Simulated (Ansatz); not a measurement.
Starting cell, MoSi2 (MoSi2 type, space group I4/mmm):

```xyz
3
Lattice="-1.6011 1.6011 3.9097 1.6011 -1.6011 3.9097 1.6011 1.6011 -3.9097" Properties=species:S:1:pos:R:3 pbc="T T T"
Mo     0.0000     0.0000     0.0000
Si     0.0000     0.0000     2.6219
Si     0.0000     0.0000     5.1976
```

In each cell atom 2 (Si, nearest neighbour Si at 2.576 Å; its periodic images, 3.2 Å or more away, move with it) moves by s·(0.577, 0.577, 0.577) (along Cartesian [111]), the rest being held.

Computed with r2SCAN (plane waves to 500 eV, PAW, scalar-relativistic; Ansatz, an electronic-structure program). k mesh 12×12×12 (Γ-centred), Fermi-Dirac smearing 0.05 eV. The energy includes the smearing's −TS. Left out: 1 of 11 points, with atoms too close for the PAW data. With partly filled bands, energies and forces of such displacements shift with the k mesh and the smearing. MoSi2 is run without spin polarisation. MoSi2 was relaxed with its symmetry unable to fall. The PAW data are Ansatz's earlier set. The zero of ΔE is the undisplaced structure. The last digit holds for this mesh only.

```csv
s (Å),ΔE (meV/cell)
-0.770,3809.7
-0.616,2118.7
-0.462,1087.4
-0.308,461.2
-0.154,114.4
0.000,0.0
0.154,124.4
0.308,549.2
0.462,1394.1
0.616,2864.3
```

**Question.** What force constant k = d²E/ds² at s = 0 does the table give?

**Answer.** 9.9 eV/Å². It is the second difference of the nearest points, corrected with the next pair.

**Question.** With k = 9.90 eV/Å² from the forces, is the well harmonic out to s = 0.616 Å?

**Answer.** ½ks² = 1878 meV/cell against the computed 2864 meV/cell, so the well is stiffer than harmonic there.

(For displaced atoms, the force is minus the slope of the energy, and its curvature is a force constant, which sets phonon frequencies.)
